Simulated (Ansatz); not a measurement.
BaO:
```yaml
crystal:
  lattice:
    - [0.00000, 2.78706, 2.78706]
    - [2.78706, 0.00000, 2.78706]
    - [2.78706, 2.78706, 0.00000]
  atoms:
    - { symbol: Ba, position: [0.00000, 0.00000, 0.00000] }
    - { symbol: O, position: [0.50000, 0.50000, 0.50000] }
```

Relaxed with PBE. Special points in fractions of this cell's reciprocal vectors: Γ (0.000, 0.000, 0.000); X (0.500, 0.000, 0.500); U (0.625, 0.250, 0.625); K (0.375, 0.375, 0.750); L (0.500, 0.500, 0.500); W (0.500, 0.250, 0.750).

Q: List the band energies nearest the valence-band maximum at these points for the program Ansatz at the PBE level (PAW).

A: In eV from the valence-band maximum; about four levels below and three above (degenerate sets whole), none deeper than 8.9 eV; points with the same levels are listed once.

```
k              below                above
-  -----------------  -------------------
Γ  -0.40 -0.40 -0.40  3.52 4.76 4.76 4.76
X   -0.19 -0.19 0.00       2.10 5.95 8.36
U  -0.90 -0.71 -0.14       3.44 6.35 6.95
L  -1.90 -1.39 -1.39       4.94 7.15 7.15
W  -1.28 -0.20 -0.20       4.54 4.54 6.81
```

Space group Fm-3m (rock salt). The cell was relaxed with PBE under the symmetry of its start. Scalar-relativistic: spin–orbit coupling is off unless named, which matters more the heavier the elements.

Potentials: the earlier of the program's two PAW sets.
